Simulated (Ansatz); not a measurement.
Level of theory: DFT, r2SCAN, plane waves (500 eV) with PAW, scalar-relativistic in Ansatz 0.2.0. The PAW files were generated under PBE, with cores re-solved for the functional.

An element in the omega (AlB2-type) structure gives this curve. The cell is scaled uniformly from the relaxed one, with fractional coordinates and shape fixed. Energies are extrapolated to zero smearing, pressures are those at the given smearing. Magnetic state: spin not included.

| V (Å³/atom) | E − E₀ (meV/atom) | P (GPa) |
| --- | --- | --- |
| 67.622 | 14.0 | 0.55 |
| 70.695 | 5.8 | 0.33 |
| 73.769 | 1.3 | 0.16 |
| 76.843 | 0.0 | 0.01 |
| 79.916 | 1.3 | -0.11 |
| 82.990 | 4.7 | -0.22 |
| 86.064 | 9.9 | -0.30 |

**Question.** Which element is it?
A. caesium
B. potassium
C. sodium
D. barium

**Answer.** B. Its fit is V₀ = 76.78 Å³/atom, B₀ = 3.4 GPa, B₀′ = 3.7.
